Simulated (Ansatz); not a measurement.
The start is a relaxed SrTiO3 cell with one Ti and one O atom exchanged in a cell of 5 atoms. Cell shape, volume and atoms are optimised at zero target pressure with r2SCAN (plane waves to 500 eV, PAW, scalar-relativistic; Ansatz, a quantum-chemistry and plane-wave program). First-step values are on the input's coarse k-mesh.

Ansatz input (later rounds restart from its end on a renewed k-mesh):
Ansatz 0.2 input:
```yaml
crystal:
  lattice:
    - [3.9070175593, 0, 0]
    - [0, 3.9070175593, 0]
    - [0, 0, 3.9070175593]
  atoms:
    - { symbol: Sr, position: [0, 0, 0] }
    - { symbol: O, position: [0.5, 0.5, 0.5] }
    - { symbol: O, position: [0, 0.5, 0.5] }
    - { symbol: O, position: [0.5, 0.5, 0] }
    - { symbol: Ti, position: [0.5, 0, 0.5] }
basis: { ecutwfc: 500, ecutrho_ratio: 4, xc_grid: 4, fft_grid_basis: typed }
kpoints: { mp_grid: { grid: [6, 6, 6] } }
hamiltonian:
  xc: r2scan
  dispersion: none
  pseudopotentials: { kind: paw }
scf: { occupations: { method: fermi_dirac, width: 0.05 } }
relax: { f_tol: 0.01, max_steps: 100, cell: { stress_tol: 0.02 } }
output: { forces: true, stress: true }
```

```json
{
 "initial_pressure": "+10 GPa (positive: the cell is compressed)",
 "energy_released": "about 0.90 eV/atom",
 "volume_change": "+29.2 %, from 11.93 to 15.41 Å³/atom",
 "relative_to_the_parent": "It does not go back: it is caught in P4/mmm (No. 123), 2.15 eV/atom above the parent",
 "Shortest distances (start → end)": "The closest pairs of elements (up to four, under 3.6 Å), start → end: O–Ti 1.95 → 1.75 Å; O–O 1.95 → 2.35 Å; Sr–Ti 2.76 → 3.32 Å; O–Sr 2.76 → 2.93 Å",
 "moments_at_the_end": "net 0.00 μB/atom, spin-polarised, with opposite induced moments",
 "optimiser_moves": "18"
}
```

Final values are on a 10×10×13 k-mesh of the relaxed cell. The first round had no spin; a later round switched it on. Spin state reached: spin-polarised, with opposite induced moments (net 0.00 μB/atom); other spin orders were not run from this start. No Hubbard U is applied.

The run could not lose the symmetry of its start, so the end can be a saddle point.

All atoms sit on sites fixed by symmetry, so only the cell could relax.

The relaxed structure here is a generated cell of SrTiO3: the first start was made by placing the elements on the sites of a structure type, and the end was not matched to a known phase here, so it may be hypothetical. Known forms of SrTiO3 include space group No. 221.
